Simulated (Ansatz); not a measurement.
Nb₃Sn:
```
Nb3Sn
1.0
    0.00000     3.35441     3.35441
    3.35441     0.00000     3.35441
    3.35441     3.35441     0.00000
Sn Nb
1 3
Direct
  0.00000   0.00000   0.00000
  0.50000   0.50000   0.50000
  0.25000   0.25000   0.25000
  0.75000   0.75000   0.75000
```

Relaxed with PBE. Special points in fractions of this cell's reciprocal vectors: Γ (0.000, 0.000, 0.000); X (0.500, 0.000, 0.500); U (0.625, 0.250, 0.625); K (0.375, 0.375, 0.750); L (0.500, 0.500, 0.500); W (0.500, 0.250, 0.750).

**Question.** List the band energies nearest the Fermi level at these points for DFT-PBE with spin–orbit coupling in the program Ansatz with PAW potentials.

**Answer.** In eV from the Fermi level; about four levels below and three above (degenerate sets whole), none deeper than 8.9 eV; points with the same levels are listed once.

```json
[
 {"k": "Γ", "below": "-0.79 -0.79 -0.79 -0.79", "above": "1.44 1.44 2.22 2.22 2.22 2.22"},
 {"k": "X", "below": "-1.34 -1.34 -1.33 -1.33", "above": "0.30 0.30 0.63 0.63"},
 {"k": "U", "below": "-1.00 -1.00 -0.66 -0.66", "above": "0.17 0.17 0.24 0.24"},
 {"k": "L", "below": "-0.71 -0.71 -0.68 -0.68", "above": "0.15 0.15 0.31 0.31"},
 {"k": "W", "below": "-0.32 -0.32 -0.27 -0.27", "above": "0.32 0.32 1.14 1.14"}
]
```

Space group Fm-3m. A made-up cell: these elements were put on the sites of a structure type; neither database checked (COD, Materials Project) lists it. It is not the phase usual at ambient conditions (space group No. 223). The cell was relaxed with PBE under the symmetry of its start; whether a distortion lowers the energy is not shown. The run is not spin-polarised.

Potentials: the earlier of the program's two PAW sets.
